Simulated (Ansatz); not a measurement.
Starting cell, NiO (rock salt):

```xyz
2
Lattice="0.0000 2.0943 2.0943 2.0943 0.0000 2.0943 2.0943 2.0943 0.0000" Properties=species:S:1:pos:R:3 pbc="T T T"
O      0.0000     0.0000     0.0000
Ni     2.0943     2.0943     2.0943
```

In this cell atom 1 (O, nearest neighbour Ni at 2.094 Å; its periodic images, 3.0 Å or more away, move with it) is moved by s along Cartesian [111], unit vector (0.577, 0.577, 0.577); all other atoms and the cell stay fixed.

These are r2SCAN (plane waves to 500 eV, PAW, scalar-relativistic; Ansatz, a program for electronic structure) values and carry that method's errors. k mesh 11×11×11 (Γ-centred), Fermi-Dirac smearing 0.05 eV. Energies are smeared free energies. NiO is run spin-polarised and with no Hubbard U; the real compound is an antiferromagnetic insulator, a state that this run doesn't describe. NiO was relaxed with its symmetry unable to fall. Relaxed NiO ends ferromagnetic. Other magnetic orders were not checked, so this need not be the ground state. The zero of ΔE is the undisplaced structure.

```json
[
 {"s (Å)": "-0.210", "ΔE (meV/cell)": "82.9"},
 {"s (Å)": "-0.168", "ΔE (meV/cell)": "51.3"},
 {"s (Å)": "-0.126", "ΔE (meV/cell)": "28.0"},
 {"s (Å)": "-0.084", "ΔE (meV/cell)": "withheld"},
 {"s (Å)": "-0.042", "ΔE (meV/cell)": "3.0"},
 {"s (Å)": "0.000", "ΔE (meV/cell)": "0.0"},
 {"s (Å)": "0.042", "ΔE (meV/cell)": "3.0"},
 {"s (Å)": "0.084", "ΔE (meV/cell)": "withheld"},
 {"s (Å)": "0.126", "ΔE (meV/cell)": "28.0"},
 {"s (Å)": "0.168", "ΔE (meV/cell)": "51.3"},
 {"s (Å)": "0.210", "ΔE (meV/cell)": "82.9"}
]
```

Task: Fit an even polynomial form (powers 2, 4) to the given rows and predict ΔE at s = 0.084.

Result: Least squares on the 9 given rows: ΔE = (1702)·s² + (4034)·s⁴, in meV/cell with s in Å; root-mean-square residual 0.03 meV/cell. At 0.084 the fit gives 12.2 meV/cell; the calculation gives 12.2 meV/cell, the same to the digits shown. The quadratic term alone would give 12.0 meV/cell.

(A displaced cell: forces are minus the slopes of the energy, force constants its curvatures, and phonons follow from these.)
